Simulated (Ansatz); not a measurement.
An Ansatz (a first-principles code) run. Input:

Ansatz 0.2 input:
```yaml
crystal:
  lattice:
    - [4.0312472957, 0.0, 0.0]
    - [0.0, 4.0312472957, 0.0]
    - [0.0, 0.0, 4.0312472957]
  atoms:
    - { symbol: Al, position: [0.0, 0.5, 0.5] }
    - { symbol: Al, position: [0.5, 0.5, 0.0] }
    - { symbol: Al, position: [0.5, 0.0, 0.5] }
    - { symbol: Sc, position: [0.0, 0.0, 0.0] }
kpoints:
  mp_grid: { grid: [10, 10, 10] }
hamiltonian:
  xc: lda
  pseudopotentials: { kind: paw }
scf:
  occupations: { method: fermi_dirac, width: 0.1 }
phonons:
  method: dfpt
  response_accuracy: low
  eigenvectors: true
  rigid_motions: translations
```

Output (shortened):

```
Pseudopotential: Al, paw, valence charge 3
Pseudopotential: Sc, paw, valence charge 11
Functional definition: SPW92
Crystal: 4 atoms, lattice volume = 65.512 Å³
Basis set: ecut = 420 eV, 1309 PW (Γ), exchange–correlation on 54×54×54 points (8 copies of the dense FFT grid, shifted against one another)
Bands: 14, of which v1, the nominal top of the filled ones, is band 10 counted from 1 (9 counted from 0)
Symmetry: 48 space group operations
k-points: 216 of 1000 (irreducible under 8 space group operations)
SCF iter   1: F=—  HF=-3629.671453 eV  |F-HF|=—  |Δ(HF+E_count)|=         —  Δρ=4.89e-3  dr2=3.23e-2  ethr=1.77e-3  ⟨swp⟩=5.3  Hψ=17796  notcnv=0
preconditioner: auto → Kerker (q_TF=auto, 2.239 Å⁻¹)
SCF iter   2: F=—  HF=-3629.665585 eV  |F-HF|=—  |Δ(HF+E_count)|=   5.87e-3  Δρ=2.89e-3  dr2=8.61e-3  ethr=1.61e-4  ⟨swp⟩=1.0  Hψ=4752  notcnv=0
SCF iter   3: F=—  HF=-3629.663181 eV  |F-HF|=—  |Δ(HF+E_count)|=   2.40e-3  Δρ=7.87e-4  dr2=8.23e-4  ethr=4.30e-5  ⟨swp⟩=2.3  Hψ=4928  notcnv=0
SCF iter   4: F=—  HF=-3629.662973 eV  |F-HF|=—  |Δ(HF+E_count)|=   2.08e-4  Δρ=1.57e-4  dr2=1.90e-5  ethr=4.12e-6  ⟨swp⟩=2.3  Hψ=4263  notcnv=0
SCF iter   5: F=—  HF=-3629.662966 eV  |F-HF|=—  |Δ(HF+E_count)|=   6.90e-6  Δρ=3.03e-5  dr2=3.98e-7  ethr=9.50e-8  ⟨swp⟩=2.1  Hψ=4297  notcnv=0
SCF iter   6: F=—  HF=-3629.662966 eV  |F-HF|=—  |Δ(HF+E_count)|=   4.39e-7  Δρ=3.38e-6  dr2=6.71e-9  ethr=1.99e-9  ⟨swp⟩=2.5  Hψ=5212  notcnv=0
SCF iter   7: F=—  HF=-3629.662966 eV  |F-HF|=—  |Δ(HF+E_count)|=  2.74e-10  Δρ=8.13e-7  dr2=4.89e-10  ethr=3.35e-11  ⟨swp⟩=2.1  Hψ=4112  notcnv=0
SCF iter   8: F=-3629.662966 eV  HF=-3629.662966 eV  |F-HF|=1.82e-12  |Δ(HF+E_count)|=  5.82e-11  Δρ=7.45e-8  dr2=4.61e-12  ethr=1.00e-12  ⟨swp⟩=3.6  Hψ=12991  notcnv=0
SCF 1 converged in 8 iterations: F = -3629.662966 eV  dr2 = 4.61e-12
DFPT response loops at Γ: preconditioner auto → Kerker (q_TF=auto, 2.239 Å⁻¹) (partly filled bands, converged f_vac=0.000) …
SCF converged after 8 iterations
Free energy (F): -3629.662966 eV
Harris-Foulkes:  -3629.662966 eV  (|F-HF|=1.82e-12)
Internal energy: -3629.620498 eV  (E = F + TS)
E sigma→0 (E₀):  -3629.641732 eV
Entropy (-TS):   -0.042469 eV (-10.617 meV/atom)
Fermi energy:    9.480758 eV
--- Per-component energies (eV) ---
  E_band       = -117.871612
  E_kinetic    = 335.943670
  E_local      = -995.798650  (includes V_loc(G=0)·N_el)
  E_nonlocal   = 120.978557
  E_hartree    = 385.953228
  E_xc         = -223.854633
  E_vxc        = -219.978164  (∫ρ·V_xc dr)
  E_paw        = -2241.158823  (= ΣΔE_a)
  E_vpaw       = -130.923418  (= ΣTr[D̂ρ^β])
  E_aug_tail   = -0.000002  (compensation charges beyond the density's cutoff)
  E_ewald      = -1012.155917
  E_core_change = 0.472072  (= ΣΔE_core)
  E_smearing   = -0.042469  (= −TS)
  E_closure    = 0.000000  (closes the sum)
  Σ components = -3629.662966   (vs F -3629.662966, Δ=0.00e0)
  [band-id]    e_kinetic+e_local+e_nonlocal+2·e_hartree+e_vxc+e_vpaw+e_augmentation_tail = -117.871551   (vs E_band -117.871612, Δ=6.13e-5)
--- Band table (eV; the first three rows and the last of 216) ---
  k-point 0: bands = ["-38.8663", "-17.8683", "-17.8683", "-17.8683", "-0.7225", "6.7902", "6.7902", "7.6857", "7.6857", "7.6857", "10.7604", "10.7673", "10.7673", "10.7673"]
  k-point 1: bands = ["-38.8661", "-17.8722", "-17.8680", "-17.8680", "-0.6273", "6.0388", "6.8632", "7.6914", "7.6914", "8.1767", "10.7198", "10.7198", "10.7978", "11.1589"]
  k-point 2: bands = ["-38.8657", "-17.8825", "-17.8672", "-17.8672", "-0.3451", "4.8773", "7.0747", "7.7028", "7.7028", "8.8023", "10.6254", "10.6254", "10.8805", "11.9755"]
  k-point 215: bands = ["-38.8614", "-17.8977", "-17.8977", "-17.8977", "4.6022", "4.6022", "4.6022", "4.9081", "6.5460", "6.5460", "6.5460", "10.5254", "12.1240", "12.1240"]
--- Phonons (Γ-DFPT): 3 representative perturbations + reference, on 216 of 1000 k-points (Σ response iterations 8) ---
  ASR residual: 9.879e-4 → 0.000e0 eV/Å²; symmetrization residual: 5.019e-5 eV/Å²
  ASR residual per site (eV/Å²): 7.90e-5 7.90e-5 7.90e-5 9.88e-4
  Γ frequencies (cm⁻¹): 0.00 0.00 0.00 247.38 247.38 247.38 261.93 261.93 261.93 342.29 342.29 342.29
  non-analytic LO–TO correction: not included (Born effective charges unavailable; polar crystals: no LO–TO splitting at Γ)
```

Cost: around 70 core-seconds (rough) on shared cores.

Space group Pm-3m (Cu3Au type). The cell was relaxed with LDA under the symmetry of its start; of distortions, only those at the zone centre were tested. The run is not spin-polarised. As this level gives no gap, phonon frequencies hold no LO–TO term and depend on the k-mesh and smearing (Fermi–Dirac, 0.1 eV here).

Potentials: the later of the program's two PAW sets.

Ansatz is a plane-wave DFT program.
